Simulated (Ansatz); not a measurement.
IrO2:
Space group P4₂/mnm (No. 136); a = 4.432 Å, b = 4.432 Å, c = 3.137 Å, α = 90.00°, β = 90.00°, γ = 90.00°

```tsv
atom	site	symmetry	x	y	z
Ir	2a	m.mm	0.0000	0.0000	0.0000
O	4f	m.2m	0.3091	0.3091	0.0000
```

Relaxed with LDA.

Q: Decompose the optical modes at the zone centre into irreducible representations, and say which are infrared and Raman allowed.

A: Point group 4/mmm: Γ_opt = A1g + A2g + A2u + B1g + 2B1u + B2g + Eg + 3Eu. Infrared: A2u, Eu. Raman: A1g, B1g, B2g, Eg.

Q: Assign frequencies (DFPT, plane-wave PAW LDA (Ansatz code)).

A: B1g 175, B1u 189, Eu 243, A2g 372, Eu 384, Eg 586, A2u 716, B1u 729, B2g 762, A1g 772, Eu 772 cm⁻¹.

Subscripts of B labels follow the axes of the standard setting.

Space group P4_2/mnm (rutile). Symmetry was held in the LDA relaxation. The run is not spin-polarised. As this level gives no gap, phonon frequencies hold no LO–TO term and depend on the k-mesh and smearing (Fermi–Dirac, 0.1 eV here). Spin–orbit coupling is left out wherever it is not named.

Potentials: the earlier of the program's two PAW sets. The files were generated under PBE; for other functionals the program regenerates the frozen cores, and for LDA and PBEsol the local potential too.
